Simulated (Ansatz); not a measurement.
One crystal and one scan (energy over volume and axial ratio) at two levels, PBEsol (plane waves to 420 eV, PAW, scalar-relativistic; Ansatz, an electronic-structure program) and PBE (plane waves to 420 eV, PAW, scalar-relativistic; Ansatz), each from its own relaxed cell and on its own mesh. The cell shown is that of PBEsol.

MoSi2 (MoSi2 type, space group I4/mmm)

```yaml
crystal:
  lattice:
    - [-1.59521, 1.59521, 3.91055]
    - [1.59521, -1.59521, 3.91055]
    - [1.59521, 1.59521, -3.91055]
  atoms:
    - { symbol: Mo, position: [0.00000, 0.00000, 0.00000] }
    - { symbol: Si, position: [0.33508, 0.33508, 0.00000] }
    - { symbol: Si, position: [0.66492, 0.66492, 0.00000] }
```

Grid over V/V₀ and (c/a)/(c/a)₀, subscript 0 meaning the relaxed cell; the conventional c axis lies along z; no internal relaxation.

Energies are smeared free energies. MoSi2 is run without spin polarisation. MoSi2 was relaxed with its symmetry unable to fall. The PAW data are Ansatz's earlier set. As the atoms are clamped, bonds stretch with the cell, which overstates energies and stresses. With partly filled bands, the response to shear is sensitive to the k mesh, so small differences along c/a are uncertain. Percentages come from the unrounded values. Both scans cover V/V₀ from 0.960 to 1.040 and (c/a)/(c/a)₀ from 0.880 to 1.120.

Results of PBEsol:

| Item | Result |
|---|---|
| Lattice constant a (Å) | 3.190 |
| Lattice constant c (Å) | 7.821 |
| Relaxed volume (Å³/atom) | 13.27 |
| Modulus against c/a change at fixed volume, (3/4V)·∂²E/∂(ln c/a)² (fit, atoms clamped) (GPa) | 201 |

Task: What does PBE give for the same quantities?

Result: 
| quantity | PBE | PBEsol − PBE |
|---|---|---|
| Lattice constant a (Å) | 3.217 | -0.027 (-0.8 %) |
| Lattice constant c (Å) | 7.873 | -0.052 (-0.7 %) |
| Relaxed volume (Å³/atom) | 13.58 | -0.31 (-2.3 %) |
| Modulus against c/a change at fixed volume, (3/4V)·∂²E/∂(ln c/a)² (fit, atoms clamped) (GPa) | 190 | +11 (+6 %) |

PBEsol gives the higher value for: modulus against c/a change at fixed volume. PBEsol gives the lower value for: lattice constant a; lattice constant c; relaxed volume. Neither level is exact: the differences show how much the result hangs on the functional.

(A scan under strain: stresses follow from slopes of the energy per volume, elastic moduli from its curvatures.)
